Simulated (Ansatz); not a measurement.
Space group R-3m:H (No. 166). a = 2.803 Å, b = 2.803 Å, c = 34.095 Å, α = 90.00°, β = 90.00°, γ = 120.00°
```
atom site symmetry x y z
  Al    6c        3m  0.6667  0.3333  0.7312
  Al    6c        3m  0.0000  0.0000  0.7991
  Si    3a       -3m  0.0000  0.0000  0.0000
```

Equation of state of this Al4Si structure (not necessarily the ground state), with shape and atoms relaxed at each volume where symmetry leaves them free. It has no gap at any of these volumes. Level of theory: DFT r2SCAN, scalar-relativistic, plane waves, PAW in Ansatz 0.2.0.

Plane waves to 500 eV, a k mesh through Γ of 15×15×15 on the computed 5-atom cell and Gaussian smearing (0.10 eV); no spin polarisation.

| V (Å³/atom) | E − E(largest V) (meV/atom) | P (GPa) |
| --- | --- | --- |
| 14.533 | 3.41 | 6.50 |
| 14.997 | -10.11 | 2.98 |
| 15.460 | -14.27 | 0.00 |
| 15.924 | -10.49 | -2.53 |
| 16.388 | 0.00 | -4.66 |

Question: Fit a third-order Birch–Murnaghan equation to E(V).

Answer: V0 = 15.46 Å³/atom, B0 = 91 GPa, B0' = 4.5.